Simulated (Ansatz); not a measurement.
Task: TaAl (L1₀ or tetragonal B2, P4/mmm) is relaxed with DFT-r²SCAN in the program Ansatz with PAW potentials. What lattice parameters of the conventional cell result?

Result: a = 2.822 Å, c = 4.159 Å.

The start of the workflow was typed in or built on a structure type; neither database checked (COD, Materials Project) lists it. Whether it is the stable phase at ambient conditions was not checked. The r²SCAN relaxation kept the symmetry of its start; whether a distortion lowers the energy is not shown. No spin polarisation was allowed. Axis ratios of metals converge slowly with the k-mesh, so a and c are less sure than the volume. Scalar-relativistic: spin–orbit coupling is off unless named, which matters more the heavier the elements.

Potentials: the earlier of the program's two PAW sets.
